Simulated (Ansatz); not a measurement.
Ansatz input

```yaml
crystal:
  lattice:
    - [4.8403420387, 0.0, 0.0]
    - [-2.4201710194, 4.1918591685, 0.0]
    - [0.0, 0.0, 2.8016345037]
  atoms:
    - { symbol: As, position: [0.0, 1.0, 0.0] }
    - { symbol: As, position: [0.3333333333, 0.6666666667, 0.5] }
    - { symbol: As, position: [0.6666666667, 0.3333333333, 0.5] }
hamiltonian:
  xc: r2scan
  pseudopotentials:
    kind: paw
    azcp:
      As: "pseudopotentials/As.paw.azcp"
basis:
  ecutwfc: 500
  fft_grid_basis: typed
kpoints:
  mp_grid: { grid: [10, 10, 15], shift: [0, 0, 0] }
magnetization:
  spin_polarized: false
scf:
  occupations: { method: fermi_dirac, width: 0.1 }
```

Terminal output

```
Engine: ansatz 0.2.0, x86_64-unknown-linux-gnu
Pseudopotentials: kind: paw
Pseudopotential: As, paw, valence charge 15, recommended cutoff 500 eV (meta_gga) 
Functional definition: r2SCAN
  parameter k0 = 0.174
  parameter k1 = 0.065
  parameter a1 = 4.9479
  exchange = r2scan_x(k0 = k0, k1 = k1, a1 = a1)
  correlation = r2scan_c
Crystal: 3 atoms, lattice volume = 56.845 Å³
Basis set: ecut = 500 eV, 1445 PW (Γ), exchange–correlation on 144×144×96 points (64 copies of the dense FFT grid, shifted against one another)
Bands: 27, of which v1, the nominal top of the filled ones, is band 23 counted from 1 (22 counted from 0)
Symmetry: 24 space group operations
Space group: P6/mmm (ITA 191), of the structure as read, at distance tolerance 3.8e-5 Å
k-points: 112 of 1500
Non-local potential: As, projectors of the file, l = 0: 2, l = 1: 2, l = 2: 3, l = 3: 1
PAW form: soft (Blöchl's): semilocal exchange-correlation on the pseudo side does not see the compensation charge
PAW frozen core: As, regenerated for the run's functional (the file was generated under x = pbe(κ = 0.804, μ = 0.2195149727645171), c = pbe(β = 0.06672455060314922))
PAW one-centre angular grid: As, 590 points (default); XC on 160 Gauss nodes
Initial density: superposition of atomic densities (neutral atoms: chi_scale 0, normalization atom), corrected by the library's trained network
Initial wavefunctions: pseudopotential atomic-orbital guess
Functional: x = r2scan, c = r2scan; τ floored in thin density (d = 2e-4 eV/Å³)
SCF iter   1: F=—  HF=-14591.861536 eV  |F-HF|=—  |Δ(HF+E_count)|=         —  Δρ=3.40e-3  dr2=6.19e-3  dr2_τ=1.69e-3  ethr=1.77e-3  ⟨swp⟩=5.2  Hψ=11286  notcnv=0
SCF iter   2: F=—  HF=-14591.892487 eV  |F-HF|=—  |Δ(HF+E_count)|=   3.10e-2  Δρ=2.27e-3  dr2=2.76e-3  dr2_τ=2.46e-5  ethr=1.38e-5  ⟨swp⟩=2.0  Hψ=6939  notcnv=0  defer=3
SCF iter   3: F=—  HF=-14591.893879 eV  |F-HF|=—  |Δ(HF+E_count)|=   1.39e-3  Δρ=1.36e-3  dr2=9.84e-4  dr2_τ=1.01e-5  ethr=6.13e-6  ⟨swp⟩=2.0  Hψ=3437  notcnv=0  defer=3
SCF iter   4: F=—  HF=-14591.894635 eV  |F-HF|=—  |Δ(HF+E_count)|=   7.57e-4  Δρ=2.15e-4  dr2=2.70e-5  dr2_τ=2.81e-7  ethr=2.19e-6  ⟨swp⟩=2.0  Hψ=3875  notcnv=0  defer=3
SCF iter   5: F=—  HF=-14591.894653 eV  |F-HF|=—  |Δ(HF+E_count)|=   1.84e-5  Δρ=4.27e-5  dr2=1.30e-6  dr2_τ=2.69e-8  ethr=6.01e-8  ⟨swp⟩=2.0  Hψ=3879  notcnv=0  defer=3
SCF iter   6: F=—  HF=-14591.894654 eV  |F-HF|=—  |Δ(HF+E_count)|=   2.67e-7  Δρ=2.07e-5  dr2=2.46e-7  dr2_τ=2.29e-9  ethr=2.89e-9  ⟨swp⟩=2.0  Hψ=5589  notcnv=0  defer=3
SCF iter   7: F=-14591.894654 eV  HF=-14591.894654 eV  |F-HF|=4.58e-9  |Δ(HF+E_count)|=   1.14e-7  Δρ=6.63e-6  dr2=1.92e-8  dr2_τ=2.47e-10  ethr=2.22e-10  ⟨swp⟩=2.9  Hψ=6492  notcnv=0
SCF 1 converged in 7 iterations: F = -14591.894654 eV  dr2 = 1.92e-8
SCF converged after 7 iterations
Free energy (F): -14591.894654 eV
Harris-Foulkes:  -14591.894654 eV  (|F-HF|=4.58e-9)
Internal energy: -14591.844631 eV  (E = F + TS)
E sigma→0 (E₀):  -14591.869642 eV
Entropy (-TS):   -0.050022 eV (-16.674 meV/atom)
Fermi energy:    12.384661 eV
--- Per-component energies (eV) ---
  E_band       = -648.033672
  E_kinetic    = 306.054356
  E_local      = -4358.795862  (includes V_loc(G=0)·N_el)
  E_nonlocal   = -2011.583992
  E_hartree    = 2495.113094
  E_xc         = -222.014035
  E_vxc        = -253.438449  (∫ρ·V_xc dr)
  E_paw        = -5539.793871  (= ΣΔE_a)
  E_vpaw       = 665.710840  (= ΣTr[D̂ρ^β])
  E_aug_tail   = -0.000016  (compensation charges beyond the density's cutoff)
  E_vtau       = 13.800835  (kinetic-family band-sum trace: ∫τ·v_τ [+ j·A + Jᵃ·Aᵃ] dr)
  E_ewald      = -5256.452081
  E_core_change = -4.372223  (= ΣΔE_core)
  E_smearing   = -0.050022  (= −TS)
  E_closure    = -0.000000  (closes the sum)
  Σ components = -14591.894654   (vs F -14591.894654, Δ=0.00e0)
```

Command:

```sh
ansatz run input.yaml --threads 1 --pin off --max-ram 3584MiB --backend cpu --events-out ev --progress --plain --runs-dir out
```

On 1 thread of Intel(R) Xeon(R) Platinum 8259CL CPU @ 2.50GHz (Skylake/Cascade Lake) (shared host) this took about 15 s of wall time and 15 s of CPU time.
